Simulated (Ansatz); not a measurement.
## Property card for TaAg

TaAg:
```
TaAg
1.0
    4.73577     0.00000     0.00000
    0.00000     2.76739     0.00000
    0.00000     0.00000     5.28025
Ag Ta
2 2
Cartesian
  1.18394   0.00000   4.51095
  3.55182   0.00000   0.76930
  1.18394   1.38370   1.85342
  3.55182   1.38370   3.42683
```

Space group Pmma (No. 51); conventional cell a = 4.7358 Å, b = 2.7674 Å, c = 5.2803 Å, α = β = γ = 90.00°.

Method: DFT-r²SCAN in the program Ansatz with PAW potentials. Structure relaxed to zero pressure with the same functional. Other levels are named where they apply.

**Cell and energy**

```
Quantity                                                     Result
-----------------------------------------------------  ------------
Volume per atom                                            17.30 Å³
Density                                                 13.86 g/cm³
Formation energy from the elements (no fitted shifts)  0.41 eV/atom
```

**Electronic structure**

```
Property                                                                     Value
------------------------------------  --------------------------------------------
Electronic character                                             metallic (no gap)
Density of states at the Fermi level  0.46 states/eV per atom (mean over ±0.08 eV)
Gap with spin–orbit coupling                                       none (metallic)
```

**Mechanics**

```
Property                              Value
----------------------------------  -------
Bulk modulus (Birch–Murnaghan fit)  163 GPa
Pressure derivative B′                  5.1
```

**Charges**

```
Property                      Value
-------------  --------------------
Bader charges  Ag -0.59, Ta +0.59 e
```

The start of the workflow was typed in or built on a structure type; neither database checked (COD, Materials Project) lists it. Its standing as an ambient phase is unchecked. The cell was relaxed with r²SCAN under the symmetry of its start; whether a distortion lowers the energy is not shown. The run is not spin-polarised. Its formation energy is positive at this level, so the cell may be metastable or incomplete. Axis ratios of metals converge slowly with the k-mesh, so a and c are less sure than the volume. The references are the lowest solids computed at this level, not always the standard phases. Scalar-relativistic: spin–orbit coupling is off unless named, which matters more the heavier the elements.

Potentials: the later of the program's two PAW sets.
